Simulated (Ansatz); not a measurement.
# Relaxing antimony (omega (AlB2-type))

Method: DFT, LDA (PW92), plane waves (420 eV) with PAW, scalar-relativistic (Ansatz 0.2.0). The PAW files were generated under PBE, with cores re-solved for the functional.

k-point mesh 7×7×10, Fermi-Dirac smearing 0.1 eV, no spin polarisation. Cell and atoms relax.

Starting structure:

```yaml
crystal:
  lattice:
    - [5.3555937617, 0.0, 0.0]
    - [-2.6777968808, 4.63808025, 0.0]
    - [0.0, 0.0, 3.2829789759]
  atoms:
    - { symbol: Sb, position: [0.0, 0.0, 0.0] }
    - { symbol: Sb, position: [0.3333333333, 0.6666666667, 0.5] }
    - { symbol: Sb, position: [0.6666666667, 0.3333333333, 0.5] }
hamiltonian:
  xc: lda
  pseudopotentials:
    kind: paw
    azcp:
      Sb: "pseudopotentials/Sb.paw.azcp"
basis:
  ecutwfc: 420
  fft_grid_basis: typed
kpoints:
  mp_grid: { grid: [7, 7, 10], shift: [0, 0, 0] }
magnetization:
  spin_polarized: false
scf:
  occupations: { method: fermi_dirac, width: 0.1 }
relax:
  max_steps: 60
  f_tol: 0.01
  cell: {}
output:
  write_density: true
  write_potential: true
  elf: true
  volumetric_format: npy
```

Problem. What cell does the relaxation end in?

Solution. P6/mmm with a = 5.315 Å, c = 3.171 Å (c/a = 0.597); 25.85 Å³ per atom against 27.18 at the start (-4.9 %).

Problem. How much energy does the relaxation gain?

Solution. 16.0 meV per atom.
